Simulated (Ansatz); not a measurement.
The start is a generated cell, Bi2Te3 built in the Bi2Te3 structure type. Cell shape, volume and atoms are optimised at zero target pressure with PBEsol (plane waves to 420 eV, PAW, scalar-relativistic; Ansatz, a quantum-chemistry and plane-wave program). The first steps use a coarse 6×6×6 k-mesh.

Initial structure:
```
CELL_PARAMETERS angstrom
      2.18457     1.26126    10.14098
     -2.18457     1.26126    10.14098
      0.00000    -2.52252    10.14098
ATOMIC_POSITIONS crystal
  Bi 0.39900 0.39900 0.39900
  Bi 0.60100 0.60100 0.60100
  Te 0.00000 0.00000 0.00000
  Te 0.20800 0.20800 0.20800
  Te 0.79200 0.79200 0.79200
```

How much energy is released per atom?

0.01 eV/atom.

How do the shortest distances between atoms change?

The closest pairs of elements (up to four, under 3.6 Å), start → end: Bi–Te 3.11 → 3.06 Å; Te–Te 3.56 → 3.64 Å.

What band gap does the relaxed structure have at this level?

0.22 eV, direct at Γ (no spin-orbit coupling).

Give the final cell and atomic positions.


Space group R-3m, hexagonal axes (No. 166); a = 4.382 Å, b = 4.382 Å, c = 30.293 Å, α = 90.00°, β = 90.00°, γ = 120.00°

| atom | site | symmetry | x | y | z |
|---|---|---|---|---|---|
| Bi | 6c | 3m | 0.0000 | 0.0000 | 0.3999 |
| Te | 3a | -3m | 0.0000 | 0.0000 | 0.0000 |
| Te | 6c | 3m | 0.0000 | 0.0000 | 0.2099 |
(The calculation used a cell of 5 atoms; values per cell refer to that cell.)

The space group stays R-3m (No. 166) (the run could not lower it); the end is AFLOW prototype A2B3_hR5_166_c_ac (C33, as in Bi2Te3), with 5 atoms in the primitive cell. Final values are on a 9×9×9 k-mesh of the relaxed cell. No spin polarisation in the result. Spin-orbit coupling is missing; with elements this heavy it can move band edges by tenths of an eV or more.

The run could not lose the symmetry of its start.
